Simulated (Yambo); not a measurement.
G0W0@LDA for NaAuO2 (space group C2/m, No. 12) in Yambo. Reference settings: 4×4×2 Γ-centred k mesh, bands 6 to 107 and a 8 Ry block in the screening, 107 bands in G with the Bruneval-Gonze terminator, plasmon pole fitted at 27.2 eV. The LDA gap (0.25, -0.25, 0) → (0, 0.25, -0.5) on this mesh is 1.48 eV; G0W0 gaps are taken between the same points.

The settings were changed. The gap went from 3.39 eV to 3.51 eV, and the shift of the valence edge from -0.70 eV to -0.17 eV.

Q: Which change was made?
A) 33 bands in W, 33 bands in G, 3 Ry block
B) 33 bands in W, 33 bands in G, 2 Ry block
C) 46 bands in W, 46 bands in G, no terminator
D) 33 bands in W, 33 bands in G, 5 Ry block

A: C, 46 bands in W, 46 bands in G, no terminator. The others gave (gap, valence shift): 33 bands in W, 33 bands in G, 2 Ry block: 3.81, -0.80 eV; 33 bands in W, 33 bands in G, 3 Ry block: 3.60, -0.58 eV; 33 bands in W, 33 bands in G, 5 Ry block: 3.49, -0.48 eV.

Spin-orbit coupling is not included.

Geometry relaxed with LDA; primitive cell a = b = 3.532 Å, c = 6.013 Å, α = β = 115.65°, γ = 50.01°.

The structure is a Materials Project entry; no match was found in the copy of COD used, and its stability was not checked.

A shift is the quasiparticle energy of the state minus its LDA energy.
